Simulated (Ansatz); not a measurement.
The relaxed structure here is a generated cell of Te: the first start was made by a random draw of sites in a space group, and the end was not matched to a known phase here, so it may be hypothetical. Known forms of Te include space group No. 152.

The end point of a relaxation of Te. All values below come from PBEsol (plane waves to 420 eV, PAW, scalar-relativistic; Ansatz, a program for electronic structure).

```cif
data_Te4
_chemical_formula_sum 'Te4'
_space_group_name_H-M_alt 'P 1'
_space_group_IT_number 1
_cell_length_a 4.22064
_cell_length_b 4.22064
_cell_length_c 7.14771
_cell_angle_alpha 90.000
_cell_angle_beta 90.000
_cell_angle_gamma 90.000
loop_
_space_group_symop_operation_xyz
  'x, y, z'
loop_
_atom_site_label
_atom_site_type_symbol
_atom_site_fract_x
_atom_site_fract_y
_atom_site_fract_z
_atom_site_occupancy
Te1 Te 0.86791 0.46609 0.75337 1
Te2 Te 0.13209 0.53391 0.25337 1
Te3 Te 0.46609 0.13209 0.50337 1
Te4 Te 0.53391 0.86791 0.00337 1
```

Determine the symmetry and give the standard cell with its independent sites.

Space group P4₁ (No. 76); a = b = 4.2206 Å, c = 7.1477 Å, α = β = γ = 90.00°

```tsv
atom	site	symmetry	x	y	z
Te	4a	1	0.1321	0.5339	0.2534
```

Give the shortest distances between elements (the closest pairs, up to four, under 3.6 Å).

Te–Te 2.84 Å.

The volume per atom is 31.83 Å³, the density is 6.66 g/cm³ and the band gap is 0.26 eV, indirect (valence top at k = (0.125, 0.375, 0), conduction bottom at k = (0, 0, 0.2)) (no spin-orbit coupling). The smallest direct gap is 0.43 eV at X.

No spin polarisation in the result. Spin-orbit coupling is missing; with elements this heavy it can move band edges by tenths of an eV or more.

It was reached from a disturbed copy of a Pmma (No. 51) cell, against which it lies -0.02 eV/atom.
